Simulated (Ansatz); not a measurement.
Given:

MoSe2:
```xyz
3
Lattice="1.6266 0.9391 6.3433 -1.6266 0.9391 6.3433 0.0000 -1.8782 6.3433" Properties=species:S:1:pos:R:3 pbc="T T T"
Mo     0.0000     0.0000     6.3405
Se     0.0000     0.0000    11.0301
Se     0.0000     0.0000    14.3394
```

This is the LDA-relaxed structure.

Task: All from plane-wave PAW LDA (Ansatz code), unless another level is named. Give the Born charges (a third of the trace).

Result: Mo -1.64, Se +0.79 to +0.85 e.

Task: Predict the Bader charges.

Result: Mo +0.90, Se -0.45 e.

Task: Give the electronic dielectric constant ε∞ (DFPT).

Result: 16.9 (xx = yy), 9.05 (zz).

Space group R3m. The workflow started from a Materials Project entry (that database holds measured and hypothetical structures alike); the Crystallography Open Database copy checked does not list it. It is not the phase usual at ambient conditions (space group No. 194). The LDA relaxation kept the symmetry of its start; its stability against distortions is not shown here. The run is not spin-polarised. A crystal of weakly bound layers computed without a dispersion correction: the cell and the soft elastic constants depend strongly on that. Spin–orbit coupling is left out wherever it is not named.

Potentials: the later of the program's two PAW sets.
